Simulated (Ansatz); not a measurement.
TiB$_{2}$:
```xyz
3
Lattice="0.0000 2.5480 2.5480 2.5480 0.0000 2.5480 2.5480 2.5480 0.0000" Properties=species:S:1:pos:R:3 pbc="T T T"
Ti     0.0000     0.0000     0.0000
B      1.2740     1.2740     1.2740
B      3.8220     3.8220     3.8220
```

Relaxed with PBE.

Question: List the phonon frequencies at the special points (DFPT on a 3×3×3 q-mesh, Fourier-interpolated; the program Ansatz at the PBE level (PAW)).

Answer: In cm⁻¹; no LO–TO term at Γ, as the run had none.

| q | frequencies |
|---|---|
| Γ | 0 0 0 176 176 176 547 547 547 |
| X | 354i 354i 142 248 475 475 486 486 562 |
| U | 344i 290i 175 187 457 476 497 516 541 |
| K | 344i 290i 175 187 457 476 497 516 541 |
| L | 105i 105i 97i 365 365 433 501 538 538 |
| W | 386i 115i 115i 114 484 491 491 514 523 |

Space group Fm-3m (fluorite). The cell is a constructed one: a structure type filled with these elements; neither database checked (COD, Materials Project) lists it. It is not the phase usual at ambient conditions (space group No. 191). Symmetry was held in the PBE relaxation. At this level the phase is dynamically unstable (imaginary phonons). No spin polarisation was allowed. As this level gives no gap, phonon frequencies hold no LO–TO term and depend on the k-mesh and smearing (Fermi–Dirac, 0.1 eV here).

Potentials: the later of the program's two PAW sets.
